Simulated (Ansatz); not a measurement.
Method: Ansatz 0.2.0, DFT PBE, scalar-relativistic, plane waves, PAW. All cells share a 420 eV cutoff and Γ-centred k meshes spaced at most about 0.3 Å⁻¹ (about 0.25 or finer for metals, 2π included). No spin polarisation in the final relaxations.

These are static total energies at zero pressure.

Two forms of Sn₄F were relaxed alike.

1.

Space group P-6m2 (No. 187). a = 4.756 Å, b = 4.756 Å, c = 8.892 Å, α = 90.00°, β = 90.00°, γ = 120.00°
| atom | site | symmetry | x | y | z |
| --- | --- | --- | --- | --- | --- |
| Sn | 2g | 3m. | 0.0000 | 0.0000 | 0.1595 |
| Sn | 1d | -6m2 | 0.3333 | 0.6667 | 0.5000 |
| Sn | 1b | -6m2 | 0.0000 | 0.0000 | 0.5000 |
| F | 1e | -6m2 | 0.6667 | 0.3333 | 0.0000 |

2.

Space group Pm-3m (No. 221). a = 5.060 Å, b = 5.060 Å, c = 5.060 Å, α = 90.00°, β = 90.00°, γ = 90.00°
```csv
atom,site,symmetry,x,y,z
Sn,3c,4/mm.m,0.0000,0.5000,0.5000
Sn,1a,m-3m,0.0000,0.0000,0.0000
F,1b,m-3m,0.5000,0.5000,0.5000
```

Question: Which would you expect to be lower, and how large is the difference?

Answer: Cell 2 is lower, by 0.38 eV/atom. Cell 1 has space group P-6m2 (No. 187), 34.8 Å³/atom and no gap on its mesh; cell 2 has space group Pm-3m (No. 221), 25.9 Å³/atom and no gap. Counting Sn atoms around F (those within 1.25 times the shortest such distance or 1.15 times the sum of covalent radii, 1.27 where that leaves under three; the shortest distance is added where it exceeds 1.18 times the sum of covalent radii), cell 1 has F 6 from 3.1 Å and cell 2 has F 6 from 2.5 Å. The denser one is the lower, and pressure would at first widen the difference. In cell 1, Sn on a site of symmetry 3m has 1 Sn at 2.84 Å, 1 Sn at 3.03 Å and 3 F at 3.09 Å; Sn on a site of symmetry -6m2 has 3 Sn at 2.75 Å; around F lie 6 Sn at 3.09 Å (long against covalent radii, as for large ions); 1 more site not described. In cell 2, around Sn on a site of symmetry 4/mmm lie 2 F at 2.53 Å and 12 Sn at 3.58 Å; Sn on a site of symmetry m-3m has 12 Sn at 3.58 Å; around F lie 6 Sn at 2.53 Å. Both come from invented guesses. A third cell relaxed alike, in P2_1/c, lies 129 meV/atom below the lower of the two; the Pm-3m cell fell into it when its atoms were moved at random.

A magnetic state wasn't ruled out in cells without spin, among them P-6m2, Pm-3m. Cells relaxed within their symmetry can be saddle points.
